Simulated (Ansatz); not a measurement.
A relaxation computed with Ansatz, from input to last step.

```yaml
crystal:
  lattice:
    - [-5.7403345862, 5.6834636482, -0.0922775845]
    - [-5.7324393318, -0.0843823301, 5.6965172534]
    - [0.0888841053, 5.680070169, 5.7010190286]
  atoms:
    - { symbol: Mg, position: [0.0085324715, 0.0124078178, 0.9824000515] }
    - { symbol: Mg, position: [0.0166241599, 0.506229817, 0.985494324] }
    - { symbol: Mg, position: [0.5089832879, 0.5023118205, 0.9873114747] }
    - { symbol: P, position: [0.8584755365, 0.877408641, 0.3705312365] }
    - { symbol: P, position: [0.3865218044, 0.8696788485, 0.3667026314] }
    - { symbol: P, position: [0.8603871447, 0.3822228848, 0.3680035516] }
    - { symbol: P, position: [0.8603818522, 0.8775352369, 0.8891559963] }
    - { symbol: P, position: [0.3821936934, 0.3657733249, 0.3760884149] }
    - { symbol: P, position: [0.3840869413, 0.8800566136, 0.8627560808] }
    - { symbol: P, position: [0.8720289009, 0.3745884531, 0.8930010766] }
    - { symbol: P, position: [0.3849412931, 0.3688518548, 0.8690345901] }
    - { symbol: Ga, position: [0.5067255847, 0.0174707436, 0.9690752063] }
    - { symbol: Ga, position: [0.4963705205, 0.4834227512, 0.5207691302] }
    - { symbol: Ge, position: [0.4918169252, 0.9996341234, 0.5129164158] }
    - { symbol: Sn, position: [0.9891010753, 0.9979715307, 0.5168651548] }
    - { symbol: Sn, position: [0.9892993482, 0.4835050862, 0.5299020173] }
  symmetry: { detect: false }
basis:
  ecutwfc: 420
kpoints:
  mp_grid: { grid: [3, 3, 3] }
hamiltonian:
  xc: pbe
scf:
  occupations: { method: gaussian, width: 0.1 }
  lower_state_search: "off"
output:
  forces: true
  stress: true
  eigenvalues: true
relax:
  adjacent_minimum: "off"
  f_tol: 0.04
  max_steps: 25
  cell: { stress_tol: 0.3 }
```

```bash
ansatz run input.yaml --threads 4 --pin off --max-ram 9216MiB --backend cpu --events-out ev --progress --plain --runs-dir out
```

These are results of DFT PBE, scalar-relativistic, plane waves, PAW (Ansatz 0.2.0), not measurements.

Of 4 frames 3 are shown, positions in Å and forces in eV/Å; the SCF threshold varies from step to step. Steps run on the plane waves of an earlier cell, with a Pulay correction in the pressure. The basis is chosen afresh for the last frame, the zero of the energies, and at times for earlier ones too; energy and pressure can step there, also at an unchanged geometry. Where two frames share a geometry here, they differ by under 2 meV/atom and 0.3 GPa.

```xyz
16
Lattice="-5.7403 5.6835 -0.0923 -5.7324 -0.0844 5.6965 0.0889 5.6801 5.7010" Properties=species:S:1:pos:R:3:forces:R:3 pbc="T T T" step=1 free_energy_over_end_meV_per_atom=1.67 pressure_GPa=0.15
Mg   -0.0328    5.6275    5.6706    0.0230    0.0373   -0.0199
Mg   -2.9098    5.6494    8.5005    0.0085    0.0191    0.0307
Mg   -5.7134    8.4584    8.4431    0.0227   -0.0178    0.0546
P    -9.9247    6.9097    7.0314   -0.0386    0.0541    0.0517
P    -7.1716    4.2063    7.0091    0.0071    0.0105   -0.0032
P    -7.0973    6.9480    4.1959   -0.0028    0.0499    0.0627
P    -9.8903    9.8664    9.9886    0.0386   -0.0144    0.0074
P    -4.2573    4.2775    4.1925   -0.0071    0.0041    0.0249
P    -7.1730    7.0092    9.8964   -0.0335    0.0266    0.0354
P    -7.0737    9.9968    7.1444    0.0316   -0.0148   -0.0268
P    -4.2469    7.0929    7.0200    0.0161   -0.0011   -0.0364
Ga   -2.9228    8.3829    5.5775    0.0422    0.0045   -0.0047
Ga   -5.5742    5.7383    5.6769   -0.0260   -0.0443   -0.0174
Ge   -8.5079    5.6243    8.5732    0.0173   -0.0258   -0.0495
Sn  -11.3526    8.4731    8.5403   -0.0243   -0.0350   -0.0650
Sn   -8.4035    8.5917    5.6840   -0.0747   -0.0528   -0.0444
16
Lattice="-5.7731 5.7354 -0.0090 -5.7629 0.0015 5.7521 0.0055 5.7317 5.7586" Properties=species:S:1:pos:R:3:forces:R:3 pbc="T T T" step=2 free_energy_over_end_meV_per_atom=0.35 pressure_GPa=0.02
Mg   -0.0934    5.6681    5.7082    0.0271   -0.0012   -0.0012
Mg   -2.9741    5.7271    8.5692    0.0419   -0.0098    0.0083
Mg   -5.8043    8.5572    8.5589    0.0216   -0.0021    0.0108
P   -10.0420    7.0709    7.1987   -0.0183   -0.0835   -0.0698
P    -7.2649    4.3433    7.1286    0.0723   -0.0788   -0.1164
P    -7.1825    7.0654    4.3343   -0.0397   -0.0621   -0.0484
P   -10.0107   10.0326   10.1574    0.0276    0.0078   -0.0241
P    -4.3333    4.3615    4.2817   -0.0256   -0.0674   -0.0786
P    -7.2898    7.1578   10.0362    0.0393    0.0113    0.0012
P    -7.1783   10.1084    7.2784   -0.0018   -0.0043   -0.0093
P    -4.3336    7.1866    7.1204    0.0231   -0.0089    0.0034
Ga   -2.9993    8.4561    5.6687   -0.0649    0.0335    0.0291
Ga   -5.6495    5.8233    5.7739   -0.0404    0.0605    0.0588
Ge   -8.6022    5.7636    8.6982   -0.0558    0.0686    0.0756
Sn  -11.4680    8.6394    8.6975   -0.0186    0.0661    0.1001
Sn   -8.5121    8.6998    5.8166    0.0123    0.0700    0.0601
16
Lattice="-5.7657 5.7285 -0.0158 -5.7572 -0.0071 5.7454 0.0197 5.7324 5.7578" Properties=species:S:1:pos:R:3:forces:R:3 pbc="T T T" step=4 free_energy_over_end_meV_per_atom=0.00 pressure_GPa=-0.01
Mg   -0.0772    5.6695    5.7054    0.0090    0.0052   -0.0035
Mg   -2.9512    5.7239    8.5647    0.0259   -0.0040   -0.0031
Mg   -5.7821    8.5480    8.5529    0.0078   -0.0086    0.0077
P   -10.0298    7.0528    7.1828    0.0104   -0.0032    0.0046
P    -7.2459    4.3252    7.1098    0.0380   -0.0163   -0.0200
P    -7.1751    7.0543    4.3256   -0.0019   -0.0020   -0.0028
P    -9.9818   10.0224   10.1420    0.0162   -0.0023   -0.0144
P    -4.3274    4.3525    4.2703    0.0162   -0.0110   -0.0156
P    -7.2691    7.1484   10.0266    0.0058   -0.0039   -0.0066
P    -7.1514   10.0990    7.2678    0.0035   -0.0089   -0.0142
P    -4.3145    7.1781    7.1148    0.0131   -0.0122   -0.0075
Ga   -2.9858    8.4547    5.6662   -0.0263    0.0178    0.0210
Ga   -5.6383    5.8209    5.7691   -0.0360    0.0127    0.0211
Ge   -8.5875    5.7548    8.6901   -0.0370    0.0214    0.0100
Sn  -11.4494    8.6285    8.6954   -0.0176    0.0025    0.0047
Sn   -8.4968    8.6963    5.8128   -0.0272    0.0130    0.0186
```

Time: 82 s on 4 threads of Arm Neoverse V2, with other jobs on the host, peak memory 1.3 GiB.

The k mesh is coarse.